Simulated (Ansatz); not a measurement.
# Competing collinear orders in EuZn (Pm-3m)

The geometry is a structure as deposited in COD, repeated to hold the magnetic orders, held fixed and not relaxed.

Settings: LDA, 8×8×4 k mesh, Fermi–Dirac smearing of 0.08 eV. PAW means Ansatz 0.2.0 on its default frozen-core files; LAPW is all-electron LAPW in Ansatz 0.2.0. Site moments are integrated in spheres about the atoms, whose radii differ between the methods.

The first input and its command:

```yaml
crystal:
  lattice:
    - [3.808, 0.0, 0.0]
    - [0.0, 3.808, 0.0]
    - [0.0, 0.0, 7.616]
  atoms:
    - { symbol: Eu, position: [0.0, 0.0, 0.0], spin: 7.0 }
    - { symbol: Eu, position: [0.0, 0.0, 0.5], spin: 7.0 }
    - { symbol: Zn, position: [0.5, 0.5, 0.25] }
    - { symbol: Zn, position: [0.5, 0.5, 0.75] }
magnetization:
  spin_polarized: true
kpoints:
  mp_grid: { grid: [8, 8, 4] }
scf:
  occupations: { method: fermi_dirac, width: 0.08 }
hamiltonian:
  xc: lda
  pseudopotentials: { kind: paw }
output:
  forces: true
  stress: true
  eigenvalues: true
  populations: true
  write_density: true
  write_potential: true
  elf: true
  volumetric_format: npy
```

Command: `ansatz run input.yaml --threads 2 --pin off --max-ram 6144MiB --backend cpu --events-out ev --progress --plain --runs-dir out`

The input for «start Eu1↑ Eu2↓» by LAPW differs from it in these lines, output keys apart:

```diff
-    - { symbol: Eu, position: [0.0, 0.0, 0.5], spin: 7.0 }
+    - { symbol: Eu, position: [0.0, 0.0, 0.5], spin: -7.0 }
-  pseudopotentials: { kind: paw }
+  pseudopotentials: { kind: all_electron, lapw: { basis_error: 0.001 } }
```

Energies count from the run that starts all moments parallel. Patterns list the atoms that start with 0.5 μB or more.

```json
{"start": "Eu1↑, Eu2↑", "ΔF PAW (meV/atom)": "0.0", "ΔF LAPW (meV/atom)": "0.0", "largest moment, PAW (μB)": "6.79", "M, PAW (μB/cell)": "14.10", "order at the end, PAW": "kept", "P, PAW (GPa)": "-5.7"}
{"start": "Eu1↑, Eu2↓", "ΔF PAW (meV/atom)": "-0.7", "ΔF LAPW (meV/atom)": "-0.6", "largest moment, PAW (μB)": "6.78", "M, PAW (μB/cell)": "0.00", "order at the end, PAW": "kept", "P, PAW (GPa)": "-5.8"}
{"start": "no spin polarisation", "ΔF PAW (meV/atom)": "?", "ΔF LAPW (meV/atom)": "–", "largest moment, PAW (μB)": "0.00", "M, PAW (μB/cell)": "0.00", "order at the end, PAW": "–", "P, PAW (GPa)": "-9.1"}
```

Q: What belongs in the row "no spin polarisation", column "ΔF PAW (meV/atom)"?

A: +3238.3.

The lowest of these ends as follows. Site moments (μB): Eu1 6.78, Eu2 -6.78, Zn3 0.00, Zn4 0.00. Cell moment 0.00 μB. The next state lies within 2 meV per atom or changes place at zero smearing, so the order of the two isn't settled. Orders of other supercells weren't tried and can lie lower.

The PAW files were made with PBE; the program remakes their cores once for the run's functional and then keeps them frozen. Without U a semilocal functional puts the f levels too near the Fermi level, which can change moments and the order of magnetic states; site and cell moments are spin moments. Spin–orbit coupling is left out although heavy atoms are present. With open f shells a run can end in a state that isn't the lowest. The magnetic state is the one that this cell and start allow. It needn't be the compound's measured order, which may need a larger cell or be absent.
